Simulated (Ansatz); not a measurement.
Task: Each is relaxed and computed with plane-wave PAW r²SCAN (Ansatz code). Which alone has a direct gap?
(A) Mg2ZnO3, P-3m1 (Mg on 2d, Zn on 1a, O on 2d, O on 1b)
(B) In2O3, corundum
(C) MgO, Pm-3n (Mg on 6c, O on 6d)
(D) K2MgH4, I4/mmm (K on 4e, Mg on 2a, H on 4c, H on 4e)

Result: C, MgO, Pm-3n (Mg on 6c, O on 6d). MgO: gap 3.40 eV (direct); Mg2ZnO3: gap 3.90 eV (indirect); K2MgH4: gap 4.03 eV (indirect); In2O3: gap 1.80 eV (indirect). Not the usual ambient phase: MgO, Pm-3n (Mg on 6c, O on 6d); In2O3, corundum. Standing as an ambient phase not checked: Mg2ZnO3, P-3m1 (Mg on 2d, Zn on 1a, O on 2d, O on 1b); K2MgH4, I4/mmm (K on 4e, Mg on 2a, H on 4c, H on 4e). Perhaps ordered models of mixed-site phases: Mg2ZnO3, P-3m1 (Mg on 2d, Zn on 1a, O on 2d, O on 1b). All cells were relaxed under the symmetry of their starts (and spin orders); stability against distortions was not tested throughout. Scalar-relativistic: spin–orbit coupling is off unless named, which matters more the heavier the elements.

Potentials: the later of the program's two PAW sets.
